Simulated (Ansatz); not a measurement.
Relaxed HfO$_{2}$ (tetragonal-ZrO2 type, space group P4_2/nmc):

```yaml
crystal:
  lattice:
    - [3.56707, 0.00000, 0.00000]
    - [0.00000, 3.56707, 0.00000]
    - [0.00000, 0.00000, 5.16596]
  atoms:
    - { symbol: Hf, position: [0.00000, 0.00000, 0.00000] }
    - { symbol: Hf, position: [0.50000, 0.50000, 0.50000] }
    - { symbol: O, position: [0.00000, 0.50000, 0.20010] }
    - { symbol: O, position: [0.00000, 0.50000, 0.70010] }
    - { symbol: O, position: [0.50000, 0.00000, 0.29990] }
    - { symbol: O, position: [0.50000, 0.00000, 0.79990] }
```

In each cell atom 5 (O, nearest neighbour Hf at 2.061 Å; its periodic images, 3.6 Å or more away, move with it) moves by s·(1.000, 0.000, 0.000) (along Cartesian x), the rest being held.

Computed with PBEsol (plane waves to 420 eV, PAW, scalar-relativistic; Ansatz, a first-principles code). k mesh 8×8×5 (Γ-centred), Fermi-Dirac smearing 0.05 eV. Energies are smeared free energies. HfO2 is run without spin polarisation. HfO2 was relaxed with its symmetry unable to fall. Spin-orbit coupling is left out, though Hf is heavy. This is a high-temperature form of HfO2. The zero of ΔE is the undisplaced structure.

Predict the ΔE (meV/cell) at s (Å) = -0.210, -0.168, -0.084, -0.042, 0.126, 0.210.


```
s (Å)   ΔE (meV/cell)
------  -------------
-0.210          134.5
-0.168           85.1
-0.084           21.0
-0.042            5.2
0.126            47.5
0.210           134.5
```

(A displaced cell: forces are minus the slopes of the energy, force constants its curvatures, and phonons follow from these.)
